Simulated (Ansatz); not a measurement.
Cu Kα1 powder pattern (kinematic, no thermal factors).
```json
{"2θ (°)": "15.90", "relative intensity": "1"}
{"2θ (°)": "19.26", "relative intensity": "33"}
{"2θ (°)": "27.69", "relative intensity": "72"}
{"2θ (°)": "29.82", "relative intensity": "30"}
{"2θ (°)": "32.09", "relative intensity": "43"}
{"2θ (°)": "32.11", "relative intensity": "35"}
{"2θ (°)": "33.95", "relative intensity": "30"}
{"2θ (°)": "35.47", "relative intensity": "46"}
{"2θ (°)": "39.09", "relative intensity": "19"}
{"2θ (°)": "41.15", "relative intensity": "5"}
{"2θ (°)": "42.90", "relative intensity": "100"}
{"2θ (°)": "44.39", "relative intensity": "4"}
{"2θ (°)": "45.58", "relative intensity": "87"}
{"2θ (°)": "48.58", "relative intensity": "4"}
{"2θ (°)": "48.59", "relative intensity": "60"}
{"2θ (°)": "49.02", "relative intensity": "19"}
{"2θ (°)": "53.13", "relative intensity": "7"}
{"2θ (°)": "55.05", "relative intensity": "4"}
{"2θ (°)": "56.85", "relative intensity": "34"}
{"2θ (°)": "57.18", "relative intensity": "25"}
{"2θ (°)": "57.23", "relative intensity": "4"}
{"2θ (°)": "60.24", "relative intensity": "1"}
{"2θ (°)": "60.92", "relative intensity": "2"}
{"2θ (°)": "61.95", "relative intensity": "6"}
{"2θ (°)": "62.72", "relative intensity": "3"}
{"2θ (°)": "65.83", "relative intensity": "5"}
{"2θ (°)": "67.11", "relative intensity": "8"}
{"2θ (°)": "67.16", "relative intensity": "7"}
{"2θ (°)": "67.56", "relative intensity": "7"}
{"2θ (°)": "68.25", "relative intensity": "4"}
{"2θ (°)": "69.12", "relative intensity": "12"}
{"2θ (°)": "69.17", "relative intensity": "23"}
{"2θ (°)": "69.92", "relative intensity": "2"}
{"2θ (°)": "71.45", "relative intensity": "6"}
{"2θ (°)": "74.12", "relative intensity": "2"}
{"2θ (°)": "75.08", "relative intensity": "6"}
{"2θ (°)": "75.14", "relative intensity": "2"}
{"2θ (°)": "76.77", "relative intensity": "1"}
{"2θ (°)": "77.33", "relative intensity": "2"}
{"2θ (°)": "78.27", "relative intensity": "29"}
{"2θ (°)": "78.32", "relative intensity": "3"}
{"2θ (°)": "78.59", "relative intensity": "10"}
{"2θ (°)": "79.68", "relative intensity": "2"}
{"2θ (°)": "81.78", "relative intensity": "11"}
{"2θ (°)": "83.41", "relative intensity": "3"}
{"2θ (°)": "83.46", "relative intensity": "2"}
{"2θ (°)": "83.99", "relative intensity": "2"}
{"2θ (°)": "84.00", "relative intensity": "9"}
{"2θ (°)": "84.95", "relative intensity": "13"}
{"2θ (°)": "86.29", "relative intensity": "1"}
{"2θ (°)": "87.48", "relative intensity": "2"}
{"2θ (°)": "89.30", "relative intensity": "4"}
```

The pattern is computed from a structure relaxed with Ansatz 0.2.0, DFT PBE, scalar-relativistic, plane waves, PAW. No spin polarisation. Its elements are Al, P.

Give the structure.

Al$_{2}$P$_{3}$.
Space group Amm2 (No. 38). a = 3.219 Å, b = 11.141 Å, c = 5.057 Å, α = 90.00°, β = 90.00°, γ = 90.00°
```tsv
atom	site	symmetry	x	y	z
Al	4e	m..	0.5000	0.6392	0.4781
P	4e	m..	0.5000	0.6465	0.0013
P	2a	mm2	0.0000	0.0000	0.1746
```

A pattern alone doesn't exclude other cells with like lines; this is the one computed.

Another cell of Al2P3 relaxed alike, in Pmmn, lies 0.36 eV/atom lower, so this cell isn't the stable form at this level.

The structure comes from a generated guess; another structure or a mixture of phases may lie lower.
